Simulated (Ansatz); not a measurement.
An Ansatz (a first-principles code) input:

Ansatz 0.2 input:
```yaml
crystal:
  lattice:
    - [6.2714409755, 0.0, 0.0]
    - [0.0, 6.2714409755, 0.0]
    - [0.0, 0.0, 6.2714409755]
  atoms:
    - { symbol: Cs, position: [0.0, 0.0, 0.0] }
    - { symbol: I, position: [0.0, 0.5, 0.5] }
    - { symbol: I, position: [0.5, 0.0, 0.5] }
    - { symbol: I, position: [0.5, 0.5, 0.0] }
    - { symbol: Sn, position: [0.5, 0.5, 0.5] }
kpoints:
  mp_grid: { grid: [4, 4, 4] }
basis: { xc_grid: 2 }
hamiltonian:
  xc: pbe
  pseudopotentials: { kind: paw }
scf:
  occupations: { method: fixed }
output:
  optics: { e_range: [0.0, 15.0], de: 0.05, sigma: 0.1, bands: { spectra_wanted_up_to: 12 eV } }
```

How many symmetry operations and irreducible k-points will the run report?

48 operations, 10 of 64 k-points.

With a cutoff of 420 eV, how many plane waves at Γ?

4801.

It took around 2.4 core-minutes (rough) on shared server cores.

Space group Pm-3m (cubic perovskite). This is a known high-temperature phase of the composition, computed here at zero pressure and temperature. The cell was relaxed with PBE under the symmetry of its start; of distortions, only those at the zone centre were tested. Scalar-relativistic: spin–orbit coupling is off unless named, which matters more the heavier the elements.

Potentials: the later of the program's two PAW sets.

Ansatz is a plane-wave DFT program.
